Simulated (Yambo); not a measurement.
Yambo run on MgS (zinc blende, space group F-43m, No. 216). The wavefunctions are PBEsol (pw.x of Quantum ESPRESSO, ONCV potentials, scalar-relativistic) ones on a 4×4×4 mesh (8 occupied bands); a = b = c = 3.9968 Å, α = β = γ = 60.00°.

Yambo input:

```
rim_cut
HF_and_locXC
RandQpts= 100000
RandGvec= 1 Ry
EXXRLvcs= 84 Ry
VXCRLvcs= 336 Ry
% QPkrange
 1 | 1 | 8 | 9 |
%
```

k points by index: 1 = Γ.

Table of the .hf output:

```
#    K-point    Band    Eo [eV]    Ehf [eV]    Vxc [eV]    Vnlxc [eV]
#
    1    8    0.000000    -3.379245    -12.86282    -16.24207
    1    9    3.311711    7.357113    -9.089546    -5.044143
```
Exchange alone, without screening.

Geometry relaxed with PBEsol.

This is not the ordinary phase of the substance; no match was found in the copy of COD used, and its stability was not checked.
